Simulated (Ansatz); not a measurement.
MoPt:
```
MoPt
1.0
    4.42881     0.00000     0.00000
    0.00000     2.70264     0.00000
    0.00000     0.00000     4.88705
Mo Pt
2 2
Direct
  0.25000   0.00000   0.16367
  0.75000   0.00000   0.83633
  0.25000   0.50000   0.66425
  0.75000   0.50000   0.33575
```

Relaxed with LDA. Special points in fractions of this cell's reciprocal vectors: Γ (0.000, 0.000, 0.000); X (0.500, 0.000, 0.000); S (0.500, 0.500, 0.000); Y (0.000, 0.500, 0.000); Z (0.000, 0.000, 0.500); U (0.500, 0.000, 0.500); R (0.500, 0.500, 0.500); T (0.000, 0.500, 0.500).

Q: List the band energies nearest the Fermi level at these points for the program Ansatz at the LDA level (PAW).

A: In eV from the Fermi level; about four levels below and three above (degenerate sets whole), none deeper than 8.9 eV; points with the same levels are listed once.

```csv
k,below,above
Γ,-2.38 -1.85 -1.83 -1.43,0.32 1.62 1.84
X,-2.27 -2.27 -0.27 -0.27,0.51 0.51 1.54 1.54
S,-2.40 -2.40 -0.54 -0.54,0.48 0.48 2.80 2.80
Y,-1.90 -1.54 -1.18 -0.11,0.94 1.49 1.89
Z,-2.35 -2.04 -2.01 -1.56,0.30 1.04 1.43
U,-2.41 -2.41 -2.25 -2.25,0.46 0.46 0.87 0.87
R,-0.64 -0.64 -0.50 -0.50,0.61 0.61 0.66 0.66
T,-2.06 -1.72 -1.29 -0.97,0.45 0.65 0.72
```

Space group Pmma. The first step of the workflow began from a Materials Project structure, measured or hypothetical; the Crystallography Open Database copy checked does not list it. With Mo and Pt taken as one species the cell has the higher symmetry P6_3/mmc, so it may be an ordered model of a mixed-site phase. Its standing as an ambient phase is unchecked. The cell was relaxed with LDA under the symmetry of its start; of distortions, only those at the zone centre were tested. No spin polarisation was allowed. Spin–orbit coupling is left out wherever it is not named.

Potentials: the later of the program's two PAW sets.
